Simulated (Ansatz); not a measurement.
HfO₂ (fluorite), conventional cell a = b = c = 5.0976 Å, α = β = γ = 90.00°. The calculation uses the primitive cell of 3 atoms, to which meshes and values per cell refer.

Two coordinates are scanned: the volume, and the ratio of the stretch along z (the conventional c axis) to the stretch across it. Atoms keep their fractional coordinates.

Calculation: PBE (plane waves to 420 eV, PAW, scalar-relativistic; Ansatz, an electronic-structure program). k mesh 11×11×11 (Γ-centred), Fermi-Dirac smearing 0.05 eV. Compression counts positive. HfO2 is run without spin polarisation. HfO2 was relaxed with its symmetry unable to fall. Spin-orbit coupling is left out, though Hf is heavy. This is a high-temperature form of HfO2.

Changes of σxx (GPa) from the point V/V₀ = 1.000, (c/a)/(c/a)₀ = 1.000 when one coordinate moves alone (two changes are said to add if the coupling is within 5 % of the smaller one, nearly so within 20 %):

| point | change |
|---|---|
| V/V₀ = 1.000, (c/a)/(c/a)₀ = 0.920 | -12.19 |
| V/V₀ = 1.000, (c/a)/(c/a)₀ = 0.960 | -6.04 |
| V/V₀ = 0.920, (c/a)/(c/a)₀ = 1.000 | 24.42 |
| V/V₀ = 0.960, (c/a)/(c/a)₀ = 1.000 | 10.93 |
| V/V₀ = 1.040, (c/a)/(c/a)₀ = 1.000 | -8.87 |
| V/V₀ = 1.080, (c/a)/(c/a)₀ = 1.000 | -16.10 |
| V/V₀ = 1.000, (c/a)/(c/a)₀ = 1.040 | 5.98 |
| V/V₀ = 1.000, (c/a)/(c/a)₀ = 1.080 | 11.94 |

What is the change at V/V₀ = 1.080, (c/a)/(c/a)₀ = 0.920, where both move, and how far is it from the sum?

The sum of the single changes is -16.10 + (-12.19) = -28.29; the calculation gives -27.05, so the coupling contributes 1.24 (under 20 % of the smaller single change, nearly additive).

What is the change at V/V₀ = 0.960, (c/a)/(c/a)₀ = 0.920, where both move, and how far is it from the sum?

The sum of the single changes is 10.93 + (-12.19) = -1.26; the calculation gives -1.95, so the coupling contributes -0.69 (under 20 % of the smaller single change, nearly additive).

Do the two effects add at V/V₀ = 0.960, (c/a)/(c/a)₀ = 1.040? Give the computed change.

The sum of the single changes is 10.93 + (5.98) = 16.91; the calculation gives 17.22, so the coupling contributes 0.31 (under 20 % of the smaller single change, nearly additive).

(A scan under strain: stresses follow from slopes of the energy per volume, elastic moduli from its curvatures.)
